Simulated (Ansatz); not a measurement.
# SrAl2H2 (P-3m1), two-dimensional strain map

The calculation used DFT PBEsol, scalar-relativistic, plane waves, PAW in Ansatz 0.2.0. The runs took a 420 eV cutoff, a Γ-centred 12×12×10 mesh and Gaussian smearing (0.15 eV). No spin polarisation. Energies are free energies at this smearing, counted from the undisturbed cell; pressure is positive in compression.

The starting cell (as given, not relaxed at this level; it stands at -1.3 GPa, and it needn't be the usual structure):

```yaml
crystal:
  lattice:
    - [4.52530, 0.00000, 0.00000]
    - [-2.26265, 3.91902, 0.00000]
    - [0.00000, 0.00000, 4.72140]
  atoms:
    - { symbol: Sr, position: [0.00000, 0.00000, 0.00000] }
    - { symbol: Al, position: [0.33333, 0.66667, 0.45890] }
    - { symbol: Al, position: [0.66667, 0.33333, 0.54110] }
    - { symbol: H, position: [0.33333, 0.66667, 0.09760] }
    - { symbol: H, position: [0.66667, 0.33333, 0.90240] }
```

The cell is strained by p along both x and y and by q along z, fractional coordinates fixed. Points are written (p, q).

Energy above the undisturbed cell in meV/atom (a dash: not computed):

```
 p \ q  -0.030  -0.015  0.000  0.030
-0.030    11.1     6.4    5.1   11.0
 0.000     2.9       –    0.0    8.7
 0.030    21.3       –   21.0   32.0
```

Pressure in GPa:

```csv
p \ q,-0.030,-0.015,0.000,0.030
-0.030,4.1,3.1,2.2,0.6
0.000,0.3,–,-1.3,-2.6
0.030,-2.5,–,-3.9,-5.0
```